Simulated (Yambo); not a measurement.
GaAs (zinc blende, space group F-43m, No. 216); a = 3.9602 Å, b = 3.9602 Å, c = 3.9602 Å, α = 60.00°, β = 60.00°, γ = 60.00°. With the G0W0 scissor the direct gap on the mesh is 1.33 eV.

Question: Can the lowest exciton of this BSE run be trusted, and with what binding energy? (Yambo, LDA bands; 8×8×8 mesh, 3 valence and 5 conduction bands, static screening with 31 bands and a 4 Ry block, scissor 0.83 eV, Tamm-Dancoff.)

Answer: No. The lowest state lies within a few hundredths of an eV of the direct gap; this mesh is too coarse for weakly bound, extended excitons. The scissor comes from a G0W0 run whose convergence isn't established. Spin-orbit splittings are left out.

The standard potentials for As, Ga keep a d shell in the valence without the s and p states of that shell. In tests on such compounds this moved G0W0 gaps by up to about 0.9 eV, so absolute quasiparticle energies here are unreliable; differences between settings are what counts.

Geometry relaxed with LDA.
